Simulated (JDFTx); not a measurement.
Zn(1 0 -1 0) slab cut from bulk Zn (space group P6_3/mmc, indices of the conventional cell, lattice of the Materials Project entry mp-79, not re-optimised): 8 atoms in 8 planes, a 1x1 cell of 12.74 Å² (|a| = 2.614, |b| = 4.873 Å), 7.7 Å between the outermost planes, cell height 23.5 Å, 8×4×1 k mesh, Fermi smearing 0.01 Ha, no spin polarisation.

Method: PBE, GBRV ultrasoft potentials, plane waves to 20/100 Ha, in a modified build of JDFTx. Liquid: linear PCM (GLSSA13), water, 1 M NaF. The neutral cell holds 160 valence electrons and has two faces of 12.740 Å² each. Last filling lines of the neutral and of a charged run (μ in hartree, zero in the bulk liquid):

```
FillingsUpdate:  mu: -0.147355804  nElectrons: 160.000000
FillingsUpdate:  mu: -0.179704000  nElectrons: 159.750030
```

A calculation by hand: both potentials, by the convention U = −μ/e − 4.44 V vs SHE, the surface charge density and the mean capacitance.

U_pzc = 0.14736 × 27.2114 − 4.44 = -0.43 V; U = 0.17970 × 27.2114 − 4.44 = 0.45 V. The cell has -0.2500 excess electrons, a net charge of 0.2500 e, shared by two faces: σ = 0.2500 e / (2 × 12.740 Å²) = 0.00981 e/Å² = 15.7 μC/cm² (1 e/Å² = 1602.18 μC/cm²). C = σ/(U − U_pzc) = 15.7/0.88 ≈ 18 μF/cm².
